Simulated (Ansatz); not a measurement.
BeSiAs2:
Space group I-42d (No. 122); a = 5.334 Å, b = 5.334 Å, c = 10.646 Å, α = 90.00°, β = 90.00°, γ = 90.00°

```csv
atom,site,symmetry,x,y,z
Be,4b,-4..,0.0000,0.0000,0.5000
Si,4a,-4..,0.0000,0.0000,0.0000
As,8d,.2.,0.2500,0.2331,0.3750
```
(The calculation used a cell of 8 atoms; values per cell refer to that cell.)

Relaxed with r²SCAN. 

### Question
HSE06 on this cell (Ansatz, a program for electronic structure, PAW) gives a gap of 1.66 eV. What does r²SCAN give?

### Answer
1.32 eV.

Cost on shared cores: the r²SCAN run (SCF on a 7×7×7 mesh, then bands and DOS) roughly 5 core-minutes, the HSE06 run (SCF on 4×4×4, then a few points) around 4 core-minutes (rough); the tasks are unlike.

The first step of the workflow began from a Materials Project structure, measured or hypothetical; the Crystallography Open Database copy checked does not list it. Its standing as an ambient phase is unchecked. Symmetry was held in the r²SCAN relaxation; its stability against distortions is not shown here. Spin–orbit coupling is left out wherever it is not named.

Potentials: the later of the program's two PAW sets.

Ansatz is a plane-wave DFT program.
